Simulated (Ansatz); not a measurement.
AlPd in space group P2_13 (No. 198; Al on 4a, Pd on 4a) under volume change, r²SCAN in the plane-wave PAW code Ansatz, shape and atoms relaxed at each volume.

```csv
V (Å³/atom),E − E(relaxed) (meV/atom),P (GPa)
13.105,72.0,19.47
13.537,30.1,11.84
13.969,7.1,5.41
14.401,0.0,-0.01
14.833,(withheld),(withheld)
15.265,(withheld),(withheld)
15.697,51.0,-11.55
```

Q: What belongs in the gaps?

A: 
- 14.833, E − E(relaxed) (meV/atom): 6.4
- 14.833, P (GPa): -4.59
- 15.265, E − E(relaxed) (meV/atom): 23.9
- 15.265, P (GPa): -8.38

Q: What does a third-order Birch–Murnaghan fit give for V₀, B₀ and B′?

A: V₀ = 14.40 Å³/atom, B₀ = 165 GPa, B′ = 4.8.

The first step of the workflow began from a Materials Project structure, measured or hypothetical; the Crystallography Open Database copy checked does not list it. With Al and Pd taken as one species the cell has the higher symmetry Pa-3, so it may be an ordered model of a mixed-site phase. Its standing as an ambient phase is unchecked. The r²SCAN relaxation kept the symmetry of its start; whether a distortion lowers the energy is not shown. No spin polarisation was allowed. Scalar-relativistic: spin–orbit coupling is off unless named, which matters more the heavier the elements.

Potentials: the earlier of the program's two PAW sets. The files were generated under PBE; for other functionals the program regenerates the frozen cores, and for LDA and PBEsol the local potential too.
